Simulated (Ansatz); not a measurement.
A frame of Ba₅Na₄Al₂O₁₀ from dynamics at 3400 K, with the forces (eV/Å) computed on a k mesh in the last three columns. Computed with DFT PBE, scalar-relativistic, plane waves, PAW in Ansatz.

Plane waves to 420 eV, a k mesh through Γ of 3×3×3 on the computed 21-atom cell and Fermi–Dirac smearing (0.29 eV); no spin polarisation.

```xyz
21
Lattice="6.933 -0.077 0.067 -0.077 7.214 -0.055 0.067 -0.055 6.739" Properties=species:S:1:pos:R:3:forces:R:3 pbc="T T T"
Ba    4.560    6.671    0.936   -0.060    0.640   -0.080
Ba    2.289    4.593    6.063   -1.260    2.060   -2.150
Ba    6.034    5.019    4.968    1.910    0.980   -1.200
Ba    2.559    1.220    4.499   -0.940   -0.630   -1.060
Ba    6.332    1.267    4.202   -0.590   -0.090   -0.950
O     6.872    1.393    1.354   -3.390    3.330    2.530
O     4.135    3.289    5.400    1.300    0.100    1.180
O     0.960    3.469    3.786    0.390    0.910    0.630
O     2.713    3.863    1.690    4.300   -1.310   -1.270
O     0.530    6.040    2.886    0.450    2.180   -0.570
O     4.380    0.605    5.325    1.730   -2.330    3.670
O     4.333    0.742    2.862   -0.410    0.050   -1.340
O     2.039    6.611    0.526    4.360    0.190    2.610
O     0.056    4.602    0.877   -0.740   -1.330   -1.380
O     0.347    6.811    6.033   -2.640    0.810   -1.670
Al    0.660    0.101    1.079    2.290   -6.140   -0.700
Al    1.369    4.674    2.064   -6.220    1.580    3.820
Na    4.857    3.914    0.701    1.350    0.250   -0.080
Na    0.752    2.590    6.696   -0.310    0.090   -0.350
Na    4.064    2.181    1.335   -0.850   -1.370   -0.090
Na    3.648    4.151    3.645   -0.680    0.020   -1.550
```

Static pressure 14.0 GPa (no kinetic part), a gap on the mesh of 0.99 eV.

Counting as bonded all pairs within 1.2 times the summed covalent radii, but none from a metal cation to another cation:

| atom → neighbour | mean count | mean length (Å) | spread (Å) |
| --- | --- | --- | --- |
| Al → O | 3.50 | 1.77 | 0.17 |
| Ba → O | 6.00 | 2.73 | 0.31 |
| Na → O | 2.50 | 2.23 | 0.22 |
| O → Al | 0.70 | 1.77 | 0.17 |
| O → Ba | 3.00 | 2.73 | 0.31 |
| O → Na | 1.00 | 2.23 | 0.22 |

Angles between all pairs of such bonds at an atom (mean ± spread): 108 ± 24° at Al, 100 ± 30° at Ba, 110 ± 26° at Na, 104 ± 29° at O.

Spin-orbit coupling is left out, which matters for the bands of heavy elements. An odd mesh misses points on the zone edge, so a gap read on it can be too wide.

Cost: 1 run of about 2.1 core-minutes, on Arm Neoverse V1 (shared hosts).